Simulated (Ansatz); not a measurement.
## EuMn (CsCl-type structure)

Level of theory: DFT, PBE+U (U_eff = 2 eV on Eu 4f), scalar-relativistic, collinear spin; plane waves to 420 eV with PAW datasets (Ansatz 0.2.0), 8×8×8 k-mesh, Gaussian smearing of 0.05 eV; PAW files: Ansatz's generated set soft_2.

Space group Pm-3m (No. 221). a = 3.760 Å, b = 3.760 Å, c = 3.760 Å, α = 90.00°, β = 90.00°, γ = 90.00°
```json
{"atom": "Eu", "site": "1a", "symmetry": "m-3m", "x": "0.0000", "y": "0.0000", "z": "0.0000"}
{"atom": "Mn", "site": "1b", "symmetry": "m-3m", "x": "0.5000", "y": "0.5000", "z": "0.5000"}
```

This is a trial structure made by placing the elements on a prototype's sites, so it needn't be the stable form.

Magnetic state: ferrimagnetic, site spin moments Eu 6.96; Mn -3.96 μB.

The pressure at this geometry is -1.4 GPa.

Question: Which orbitals carry the states at the Fermi level, and how many states are there?

Answer: Within 0.1 eV of it: Eu 5d 43 %, Mn 3d 36 %, Eu 4f 14 % (shares among the projected shells). The density of states at the Fermi level is about 2.5 states/eV per cell, averaged over 0.3 eV.

Density of states (tetrahedra, averaged over 0.3 eV; states/eV per cell of 2 atoms; energy in eV from the Fermi level; projections on Löwdin-orthogonalised atomic orbitals, summed over sites):

| E | total | Eu 4f up | Mn 3d down | Mn 3d up | Eu 5d up | Eu 5d down |
| --- | --- | --- | --- | --- | --- | --- |
| -5.20 | 0.0 | 0.0 | 0.0 | 0.0 | 0.0 | 0.0 |
| -4.90 | 0.1 | 0.0 | 0.0 | 0.0 | 0.0 | 0.0 |
| -4.60 | 0.2 | 0.0 | 0.0 | 0.0 | 0.0 | 0.0 |
| -4.30 | 0.2 | 0.0 | 0.0 | 0.0 | 0.0 | 0.0 |
| -4.00 | 0.3 | 0.0 | 0.0 | 0.0 | 0.0 | 0.0 |
| -3.70 | 0.4 | 0.0 | 0.0 | 0.0 | 0.0 | 0.0 |
| -3.40 | 0.6 | 0.0 | 0.1 | 0.0 | 0.0 | 0.1 |
| -3.10 | 2.4 | 0.0 | 1.3 | 0.0 | 0.1 | 0.3 |
| -2.80 | 7.7 | 0.0 | 6.7 | 0.0 | 0.1 | 0.4 |
| -2.50 | 6.8 | 0.0 | 5.6 | 0.1 | 0.4 | 0.2 |
| -2.20 | 2.3 | 0.0 | 1.4 | 0.0 | 0.3 | 0.1 |
| -1.90 | 1.0 | 0.0 | 0.3 | 0.0 | 0.2 | 0.1 |
| -1.60 | 1.5 | 0.1 | 0.3 | 0.1 | 0.3 | 0.2 |
| -1.30 | 2.9 | 0.9 | 0.2 | 0.5 | 0.7 | 0.2 |
| -1.00 | 16.6 | 14.9 | 0.0 | 0.6 | 0.8 | 0.1 |
| -0.70 | 6.6 | 5.8 | 0.0 | 0.3 | 0.3 | 0.1 |
| -0.40 | 1.8 | 0.6 | 0.0 | 0.3 | 0.5 | 0.1 |
| -0.10 | 2.2 | 0.3 | 0.0 | 0.6 | 0.6 | 0.3 |
| 0.20 | 2.7 | 0.2 | 0.0 | 1.0 | 0.5 | 0.5 |
| 0.50 | 5.2 | 0.1 | 0.1 | 2.9 | 0.8 | 0.5 |
| 0.80 | 3.9 | 0.1 | 0.0 | 2.4 | 0.5 | 0.3 |
| 1.10 | 1.8 | 0.0 | 0.0 | 1.1 | 0.1 | 0.3 |
| 1.40 | 2.0 | 0.0 | 0.0 | 1.1 | 0.1 | 0.4 |
| 1.70 | 3.0 | 0.0 | 0.0 | 1.6 | 0.5 | 0.5 |
| 2.00 | 3.0 | 0.0 | 0.1 | 1.1 | 0.8 | 0.7 |
| 2.30 | 2.0 | 0.0 | 0.0 | 0.6 | 0.7 | 0.6 |
| 2.60 | 1.3 | 0.0 | 0.0 | 0.3 | 0.7 | 0.1 |
| 2.90 | 2.2 | 0.0 | 0.0 | 0.3 | 0.7 | 0.9 |
| 3.20 | 2.6 | 0.0 | 0.0 | 0.2 | 0.7 | 1.1 |
| 3.50 | 2.2 | 0.0 | 0.0 | 0.2 | 0.6 | 0.8 |
| 3.80 | 1.7 | 0.0 | 0.0 | 0.1 | 0.4 | 0.7 |
| 4.10 | 1.5 | 0.0 | 0.0 | 0.1 | 0.3 | 0.4 |
| 4.40 | 1.5 | 0.0 | 0.0 | 0.2 | 0.5 | 0.3 |
| 4.70 | 2.7 | 0.0 | 0.0 | 0.3 | 1.3 | 0.4 |
| 5.00 | 2.8 | 0.0 | 0.0 | 0.1 | 0.8 | 0.9 |

With a Hubbard U or exact exchange the result depends on the state in which the open shell ends, and a lower one can't be excluded. Spin–orbit coupling, which matters for such heavy elements, is left out. Site moments are of spin, integrated over atomic spheres.
